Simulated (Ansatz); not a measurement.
Starting cell, SiC (wurtzite):

```
CELL_PARAMETERS angstrom
      6.18384     0.00000     0.00000
     -1.54596     2.67768     0.00000
      0.00000     0.00000     5.07421
ATOMIC_POSITIONS crystal
  Si 0.33333 0.33333 0.00052
  Si 0.83333 0.33333 0.00052
  Si 0.16667 0.66667 0.50052
  Si 0.66667 0.66667 0.50052
  C  0.33333 0.33333 0.62468
  C  0.83333 0.33333 0.62468
  C  0.16667 0.66667 0.12468
  C  0.66667 0.66667 0.12468
```

The atoms are displaced by Q × the pattern below (from a DFPT mode at M = (0.5, 0.0, 0.0), largest move 1; Q in Å), at fixed cell. (q is in reciprocal vectors of the primitive cell; the cell shown is doubled to hold the pattern.)

```json
[
 {"atom": "Si1", "x": "0.041", "y": "0.023", "z": "-0.999"},
 {"atom": "Si2", "x": "-0.041", "y": "-0.023", "z": "0.999"},
 {"atom": "Si3", "x": "-0.041", "y": "-0.023", "z": "-0.999"},
 {"atom": "Si4", "x": "0.041", "y": "0.023", "z": "0.999"},
 {"atom": "C5", "x": "-0.156", "y": "-0.090", "z": "-0.652"},
 {"atom": "C6", "x": "0.156", "y": "0.090", "z": "0.652"},
 {"atom": "C7", "x": "0.156", "y": "0.090", "z": "-0.652"},
 {"atom": "C8", "x": "-0.156", "y": "-0.090", "z": "0.652"}
]
```

These are PBE (plane waves to 420 eV, PAW, scalar-relativistic; Ansatz, an electronic-structure program) values and carry that method's errors. k mesh 6×12×7 (Γ-centred), Fermi-Dirac smearing 0.05 eV. E stands for the smeared free energy. SiC was relaxed with its symmetry unable to fall. The PAW data are Ansatz's earlier set. The zero of ΔE is the undisplaced structure.

| Q (Å) | ΔE (meV/cell) |
|---|---|
| -0.180 | withheld |
| -0.150 | 626 |
| -0.120 | 402 |
| -0.090 | 227 |
| -0.060 | 101 |
| -0.030 | 25 |
| 0.000 | 0 |
| 0.030 | 25 |
| 0.060 | 101 |
| 0.090 | 227 |
| 0.120 | 402 |
| 0.150 | 626 |
| 0.180 | withheld |

Fit an even polynomial form (powers 2, 4) to the given rows and predict ΔE at Q = 0.180.

Least squares on the 11 given rows: ΔE = (28110)·Q² + (-12700)·Q⁴, in meV/cell with Q in Å; root-mean-square residual 0.2 meV/cell. At 0.180 the fit gives 897 meV/cell; the calculation gives 898 meV/cell, so the extrapolation is off by -1 (-0.1 %). The quadratic term alone would give 911 meV/cell.

(For displaced atoms, the force is minus the slope of the energy, and its curvature is a force constant, which sets phonon frequencies.)
